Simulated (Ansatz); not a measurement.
Input and command of a calculation in Ansatz (plane waves; scalar-relativistic PAW potentials unless the input names others):

```yaml
crystal:
  lattice:
    - [2.98806613, 0.0, 0.0]
    - [0.0, 2.98806613, 0.0]
    - [0.0, 0.0, 2.98806613]
  atoms:
    - { symbol: Ti, position: [0.5, 0.5, 0.5], spin: 0.5 }
    - { symbol: Ni, position: [0.0, 0.0, 0.0], spin: 0.38 }
basis:
  ecutwfc: 500
kpoints:
  mp_grid: { grid: [11, 11, 11] }
hamiltonian:
  xc: r2scan
scf:
  occupations: { method: gaussian, width: 0.1 }
  initial_density: { chi_scale: 0.1 }
output:
  forces: true
  eigenvalues: true
  stress: true
magnetization:
  spin_polarized: true
relax:
  adjacent_minimum: "off"
  f_tol: 0.005
  max_steps: 80
  cell: { stress_tol: 0.05 }
```

```bash
ansatz run input.yaml --threads 1 --pin off --max-ram 2560MiB --backend cpu --events-out ev --progress --plain --runs-dir out
```

Abridged log:
```
Basis set: ecut = 500 eV, 691 PW (Γ), exchange–correlation on 96×96×96 points (64 copies of the dense FFT grid, shifted against one another)
Bands: 20, of which v1, the nominal top of the filled ones, is band 15 counted from 1 (14 counted from 0)
Symmetry: 48 space group operations
k-points: 56 of 1331
SCF iter   1: F=—  HF=-8349.693137 eV  |F-HF|=—  |Δ(HF+E_count)|=         —  Δρ=4.60e-2 (↑4.60e-2 ↓2.88e-2) dr2=1.73e0  dr2_τ=1.56e-2  dr2_m=4.14e-2  M=0.620 μB ∫|m|=0.621 μB  β_m=1.00  ethr=3.10e-3  ⟨swp⟩=3.6  Hψ=8369  notcnv=0
Mixer restart at iter 1: flushing history
SCF iter   2: F=—  HF=-8349.637164 eV  |F-HF|=—  |Δ(HF+E_count)|=   5.60e-2  Δρ=2.89e-2 (↑2.76e-2 ↓2.89e-2) dr2=1.23e0  dr2_τ=1.88e-3  dr2_m=6.61e-4  M=0.580 μB ∫|m|=0.586 μB  β_m=1.00  ethr=3.10e-3  ⟨swp⟩=2.0  Hψ=3641  notcnv=0  defer=32  κ⁻¹=1.0e0(r=1)
SCF iter   3: F=—  HF=-8349.990534 eV  |F-HF|=—  |Δ(HF+E_count)|=   3.53e-1  Δρ=1.81e-2 (↑1.46e-2 ↓1.81e-2) dr2=1.63e-1  dr2_τ=3.54e-3  dr2_m=2.05e-3  M=0.619 μB ∫|m|=0.629 μB  β_m=1.00  ethr=3.10e-3  ⟨swp⟩=3.0  Hψ=3999  notcnv=0  defer=32  κ⁻¹=2.4e-1(r=2)
SCF iter   4: F=—  HF=-8350.098443 eV  |F-HF|=—  |Δ(HF+E_count)|=         —  Δρ=1.52e-2 (↑5.93e-3 ↓1.52e-2) dr2=5.00e-2  dr2_τ=5.32e-4  dr2_m=1.80e-2  M=0.456 μB ∫|m|=0.471 μB  β_m=1.00  ethr=5.45e-4  ⟨swp⟩=2.6  Hψ=4217  notcnv=0  defer=29
Mixer restart at iter 4: flushing history
SCF iter   5: F=—  HF=-8350.202856 eV  |F-HF|=—  |Δ(HF+E_count)|=   1.04e-1  Δρ=4.33e-3 (↑4.31e-3 ↓4.33e-3) dr2=5.99e-3  dr2_τ=3.50e-4  dr2_m=1.20e-3  M=0.411 μB ∫|m|=0.424 μB  β_m=1.00  ethr=1.67e-4  ⟨swp⟩=2.0  Hψ=4011  notcnv=0  defer=29  κ⁻¹=1.0e0(r=1)
SCF iter   6: F=—  HF=-8350.249527 eV  |F-HF|=—  |Δ(HF+E_count)|=   4.67e-2  Δρ=7.77e-3 (↑2.97e-3 ↓7.77e-3) dr2=1.95e-2  dr2_τ=1.13e-4  dr2_m=2.50e-3  M=0.354 μB ∫|m|=0.366 μB  β_m=1.00  ethr=2.00e-5  ⟨swp⟩=2.9  Hψ=4993  notcnv=0  defer=28  κ⁻¹=4.7e-2(r=2)
SCF iter   7: F=—  HF=-8350.303149 eV  |F-HF|=—  |Δ(HF+E_count)|=   5.36e-2  Δρ=4.02e-3 (↑1.49e-3 ↓4.02e-3) dr2=4.68e-3  dr2_τ=2.75e-5  dr2_m=6.81e-4  M=0.301 μB ∫|m|=0.309 μB  β_m=1.00  ethr=2.00e-5  ⟨swp⟩=2.7  Hψ=4254  notcnv=0  defer=27  κ⁻¹=5.0e-3(r=3)
SCF iter   8: F=—  HF=-8350.324602 eV  |F-HF|=—  |Δ(HF+E_count)|=   2.15e-2  Δρ=3.07e-3 (↑1.04e-3 ↓3.07e-3) dr2=2.03e-3  dr2_τ=1.10e-5  dr2_m=5.49e-4  M=0.259 μB ∫|m|=0.265 μB  β_m=1.00  ethr=1.56e-5  ⟨swp⟩=2.1  Hψ=3820  notcnv=0  defer=27  κ⁻¹=3.1e-4(r=4)
   ...
SCF iter   4: F=—  HF=-8350.337430 eV  |F-HF|=—  |Δ(HF+E_count)|=   4.38e-9  Δρ=8.70e-7 (↑8.70e-7 ↓8.21e-7) dr2=1.06e-10  dr2_τ=2.24e-11  dr2_m=1.01e-11  M= 0.000 μB ∫|m|=0.000 μB  β_m=1.00  ethr=1.07e-10  ⟨swp⟩=2.0  Hψ=3021  notcnv=0  κ⁻¹=4.7e-5(r=3)
SCF iter   5: F=—  HF=-8350.337430 eV  |F-HF|=—  |Δ(HF+E_count)|=   2.33e-9  Δρ=1.64e-6 (↑1.64e-6 ↓1.32e-6) dr2=1.14e-9  dr2_τ=7.92e-12  dr2_m=1.15e-11  M= 0.000 μB ∫|m|=0.000 μB  β_m=1.00  ethr=1.00e-12  ⟨swp⟩=2.2  Hψ=3961  notcnv=0  κ⁻¹=1.5e-5(r=4)
SCF iter   6: F=—  HF=-8350.337430 eV  |F-HF|=—  |Δ(HF+E_count)|=  1.98e-10  Δρ=9.29e-7 (↑9.29e-7 ↓6.48e-7) dr2=2.87e-10  dr2_τ=2.05e-12  dr2_m=1.07e-11  M= 0.000 μB ∫|m|=0.000 μB  β_m=1.00  ethr=1.00e-12  ⟨swp⟩=1.8  Hψ=2598  notcnv=0  κ⁻¹=2.4e-6(r=5)
SCF iter   7: F=—  HF=-8350.337430 eV  |F-HF|=—  |Δ(HF+E_count)|=  2.06e-10  Δρ=5.77e-7 (↑2.64e-7 ↓5.77e-7) dr2=1.38e-10  dr2_τ=2.64e-13  dr2_m=1.03e-11  M= 0.000 μB ∫|m|=0.000 μB  β_m=1.00  ethr=1.00e-12  ⟨swp⟩=2.3  Hψ=3612  notcnv=0  κ⁻¹=2.3e-7(r=6)
SCF iter   8: F=—  HF=-8350.337430 eV  |F-HF|=—  |Δ(HF+E_count)|=  1.11e-10  Δρ=5.58e-7 (↑2.43e-7 ↓5.58e-7) dr2=1.21e-10  dr2_τ=2.33e-13  dr2_m=9.38e-12  M= 0.000 μB ∫|m|=0.000 μB  β_m=1.00  ethr=1.00e-12  ⟨swp⟩=1.0  Hψ=2240  notcnv=0  κ⁻¹=6.7e-8(r=7)
SCF iter   9: F=—  HF=-8350.337430 eV  |F-HF|=—  |Δ(HF+E_count)|=  3.15e-10  Δρ=1.03e-7 (↑1.03e-7 ↓4.33e-8) dr2=9.20e-13  dr2_τ=4.00e-14  dr2_m=1.02e-12  M= 0.000 μB ∫|m|=0.000 μB  β_m=1.00  ethr=1.00e-12  ⟨swp⟩=2.0  Hψ=3282  notcnv=0  κ⁻¹=1.4e-8(r=8)
SCF iter  10: F=—  HF=-8350.337430 eV  |F-HF|=—  |Δ(HF+E_count)|=  4.55e-11  Δρ=1.06e-7 (↑1.06e-7 ↓6.12e-8) dr2=3.99e-13  dr2_τ=6.93e-15  dr2_m=1.67e-12  M= 0.000 μB ∫|m|=0.000 μB  β_m=1.00  ethr=1.00e-12  ⟨swp⟩=1.1  Hψ=2249  notcnv=0  κ⁻¹=4.8e-8(r=8)
SCF iter  11: F=-8350.337430 eV  HF=-8350.337430 eV  |F-HF|=1.46e-11  |Δ(HF+E_count)|=  1.82e-12  Δρ=1.21e-7 (↑3.18e-8 ↓1.21e-7) dr2=4.14e-12  dr2_τ=1.87e-14  dr2_m=7.82e-13  M= 0.000 μB ∫|m|=0.000 μB  ethr=1.00e-12  ⟨swp⟩=3.7  Hψ=8776  notcnv=0
the starting moments were not kept: the SCF closed with an absolute magnetisation of 2.8e-5 μB, where they sum to 0.88 μB in size (2 sites). That is at most 0.1 of that sum.
SCF 3 converged in 11 iterations: F = -8350.337430 eV  dr2 = 4.14e-12
SCF converged after 11 iterations
Stability not checked: this state was not tested for a lower state beside it, because the mixer in use, unlike msr1, does not test its closes by its own steps (another_mixer; see scf.mixing.algorithm and scf.lower_state_search)
Magnetization:  0.0000 μB (15.0000 up, 15.0000 down)
Absolute magnetization: 0.0000 μB (∫|ρ↑−ρ↓|, with the PAW one-centre terms)
Spin contamination: 0.0000 ħ² per cell (⟨S²⟩ above its minimum at these occupations)
Per-site moments (μB) at R_I (Å): [(-1.01432226e-5, 1.06797800), (-1.50610296e-5, 1.06797800)]
Free energy (F): -8350.337430 eV
Harris-Foulkes:  -8350.337430 eV  (|F-HF|=1.46e-11)
Internal energy: -8350.323427 eV  (E = F + TS)
E sigma→0 (E₀):  -8350.330428 eV
Entropy (-TS):   -0.014003 eV (-7.002 meV/atom)
Fermi energy:    16.378351 eV
--- Forces (eV/Å), atoms counted from 1 ---
  atom   1  Ti     0.00000000     0.00000000     0.00000000
  atom   2  Ni     0.00000000     0.00000000     0.00000000
--- Stress (GPa, compression-positive) ---
       -0.004462       0.000000       0.000000
        0.000000      -0.004462       0.000000
        0.000000       0.000000      -0.004462
  P = ⅓ Tr σ = -0.0045 GPa (-0.045 kbar)
--- Relaxed structure (2 steps of the walk, 2 accepted, 1 SCFs on fresh bases) ---
  F+E_penalty+E_count = -8350.33743017 eV   max|allowed force component| = 6.459e-30 eV/Å   (the final SCF, on the basis selected at the relaxed cell)
  cell:  # Å, volume = 26.7192 Å³
    - [2.98956309, 0.0, 0.0]
    - [0.0, 2.98956309, 0.0]
    - [0.0, 0.0, 2.98956309]
  atoms:
    - { symbol: Ti, position: [0.5, 0.5, 0.5] }
    - { symbol: Ni, position: [0.0, 0.0, 0.0] }
```

Apart from outputs and empty bands, the input differs from a reference run on usual settings in kpoints.mp_grid.grid: [14, 14, 14] → [11, 11, 11]; scf.initial_density.chi_scale: not typed → 0.1. The reference, at the same start, ended its own course with a relaxed volume of 13.35 Å³/atom, pressure 0.00 GPa, largest force 0.000 eV/Å, no gap on the mesh. This run converged in 45 SCF iterations over all its steps (reference: 43) with an energy at zero smearing 1.85 meV/atom above the reference's, a relaxed volume of 13.36 Å³/atom, pressure 0.00 GPa, largest force 0.000 eV/Å, no gap on the mesh. Its k mesh is looser than usual, and the result moved.

The run took 29 s on 1 thread of AMD EPYC 7B13 (Zen 3) (shared host), peak memory 0.5 GiB.